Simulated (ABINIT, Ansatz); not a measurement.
GaF: band gap by level of theory

```xyz
2
Lattice="3.1659 0.0000 0.0000 0.0000 3.1659 0.0000 0.0000 0.0000 3.1659" Properties=species:S:1:pos:R:3 pbc="T T T"
Ga    0.0000    0.0000    0.0000
F     1.5830    1.5830    1.5830
```

The cell comes from a database or a generator and needn't be the stable form of this composition.

```csv
rung,level,program and potentials,cutoff (eV),k mesh,smearing,task,spin,core time,chip,band gap (eV),notes
GGA,PBE,"Ansatz, Ansatz PAW",420,8 × 8 × 8,gaussian 0.011,single point,off,1 s,Arm Neoverse V2,0.34,-
GGA,BLYP,"Ansatz, Ansatz PAW",420,8 × 8 × 8,fermi-dirac 0.05,band structure,off,2.4 s,Arm Neoverse V2,0.77,"potentials made for PBE, which Ansatz adapts in part"
meta-GGA,r2SCAN,"Ansatz, Ansatz PAW",500,8 × 8 × 8,fermi-dirac 0.05,band structure,off,4.1 s,Arm Neoverse V2,0.52,"potentials made for PBE, which Ansatz adapts in part"
LDA,LDA,"Ansatz, Ansatz PAW",420,6 × 6 × 6,fixed,elastic constants,off,4.8 s,Arm Neoverse V2,0.36,"potentials made for PBE, which Ansatz adapts in part"
GGA,PBEsol,"Ansatz, Ansatz PAW",420,6 × 6 × 6,fixed,elastic constants,off,4.8 s,Arm Neoverse V2,0.23,"potentials made for PBE, which Ansatz adapts in part"
hybrid,PBE0,"Ansatz, Ansatz PAW",420,4 × 4 × 4,fermi-dirac 0.05,band structure,off,15 s,AMD EPYC 7R13 Zen 3,1.41,"coarse mesh; potentials made for PBE, which Ansatz adapts in part"
hybrid,r2SCAN0,"Ansatz, Ansatz PAW",500,4 × 4 × 4,fermi-dirac 0.05,band structure,off,21 s,AMD EPYC 7R13 Zen 3,1.61,"coarse mesh; potentials made for PBE, which Ansatz adapts in part"
Hartree-Fock,HF,"Ansatz, Ansatz PAW",420,4 × 4 × 4,fermi-dirac 0.05,band structure,off,26 s,AMD EPYC 7R13 Zen 3,5.41,"coarse mesh; potentials made for PBE, which Ansatz adapts in part"
hybrid,HSEsol,"Ansatz, Ansatz PAW",420,4 × 4 × 4,fermi-dirac 0.05,band structure,off,27 s,AMD EPYC 7R13 Zen 3,0.69,"coarse mesh; potentials made for PBE, which Ansatz adapts in part"
hybrid,HSE06,"Ansatz, Ansatz PAW",420,4 × 4 × 4,fermi-dirac 0.05,band structure,off,28 s,AMD EPYC 7R13 Zen 3,0.72,"coarse mesh; potentials made for PBE, which Ansatz adapts in part"
hybrid,r2SCANh,"Ansatz, Ansatz PAW",500,4 × 4 × 4,fermi-dirac 0.05,band structure,off,28 s,AMD EPYC 7R13 Zen 3,0.95,"coarse mesh; potentials made for PBE, which Ansatz adapts in part"
hybrid,HSE03,"Ansatz, Ansatz PAW",420,4 × 4 × 4,fermi-dirac 0.05,band structure,off,29 s,AMD EPYC 7R13 Zen 3,0.57,"coarse mesh; potentials made for PBE, which Ansatz adapts in part"
hybrid,r2SCAN50,"Ansatz, Ansatz PAW",500,4 × 4 × 4,fermi-dirac 0.05,band structure,off,32 s,AMD EPYC 7R13 Zen 3,2.73,"coarse mesh; potentials made for PBE, which Ansatz adapts in part"
hybrid,PBEsol0,"Ansatz, Ansatz PAW",420,4 × 4 × 4,fermi-dirac 0.05,band structure,off,33 s,AMD EPYC 7R13 Zen 3,1.34,"coarse mesh; potentials made for PBE, which Ansatz adapts in part"
LDA,LDA,"Ansatz, Ansatz PAW",420,8 × 8 × 8,fixed,Born charges and dielectric tensor,off,38 s,Arm Neoverse V2,0.36,"potentials made for PBE, which Ansatz adapts in part"
hybrid,HSE06,"Ansatz, Ansatz PAW",420,4 × 4 × 4,fermi-dirac 0.05,single point,"SOC, no magnetisation",39 s,AMD EPYC 7R13 Zen 3,0.72,"coarse mesh; potentials made for PBE, which Ansatz adapts in part"
hybrid,PBE0,"Ansatz, Ansatz PAW",420,4 × 4 × 4,fermi-dirac 0.05,single point,"SOC, no magnetisation",50 s,AMD EPYC 7R13 Zen 3,1.41,"coarse mesh; potentials made for PBE, which Ansatz adapts in part"
GGA,PBEsol,"ABINIT, Ansatz PAW PBE default generated set, frozen core",435,6 × 6 × 6,fermi-dirac 0.05,single point,"SOC, no magnetisation",54 s,Arm Neoverse V2,(a),potentials made for PBE
```

Times are single runs on shared hosts and different chips, so they are rough; meshes, cutoffs and the tasks' sizes weigh on the time. Gaps are the least found on the k mesh or the band path, and a mesh can miss the band edges. Smearing widths are in eV. Meshes differ between rows, which moves values too. All levels ran on this one cell, unrelaxed unless noted. Meshes are those of the run's cell of 2 atoms unless a note names another. Runs on faulty files, with rough fits or with known faults for this quantity aren't shown.

Q: Estimate the value left out from the other rows.

A: (a) 0.22 eV.
